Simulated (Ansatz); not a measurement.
Relaxed Ta (bcc, W type):

```
Ta
1.0
   -3.31974     3.31974     3.31974
    1.65987    -1.65987     1.65987
    1.65987     1.65987    -1.65987
Ta
2
Cartesian
  0.00000   0.00000   0.00000
 -1.65987   1.65987   1.65987
```

The atoms are displaced by Q × the pattern below (from a DFPT mode at N = (0.5, 0.0, 0.0), largest move 1; Q in Å), at fixed cell. (q is in reciprocal vectors of the primitive cell; the cell shown is doubled to hold the pattern.)

| atom | x | y | z |
|---|---|---|---|
| Ta1 | 0.000 | -0.707 | -0.707 |
| Ta2 | 0.000 | 0.707 | 0.707 |

All values below come from PBE (plane waves to 420 eV, PAW, scalar-relativistic; Ansatz, a quantum-chemistry and plane-wave program). k mesh 10×20×20 (Γ-centred), Fermi-Dirac smearing 0.05 eV. With partly filled bands, energies and forces of such displacements shift with the k mesh and the smearing. Spin-orbit coupling is left out, though Ta is heavy. Ta is run without spin polarisation. Ta was relaxed with its symmetry unable to fall. The PAW data are Ansatz's earlier set.

At one point of the scan the forces (eV/Å) are:

```json
[
 {"atom": "Ta1", "Fx": "0.000", "Fy": "-1.416", "Fz": "-1.416"},
 {"atom": "Ta2", "Fx": "0.000", "Fy": "1.416", "Fz": "1.416"}
]
```

Problem. Which point is it?
(A) Q = -0.180 Å
(B) Q = -0.060 Å
(C) Q = -0.120 Å
(D) Q = -0.150 Å

Solution. C, Q = -0.120 Å

(A displaced cell: forces are minus the slopes of the energy, force constants its curvatures, and phonons follow from these.)
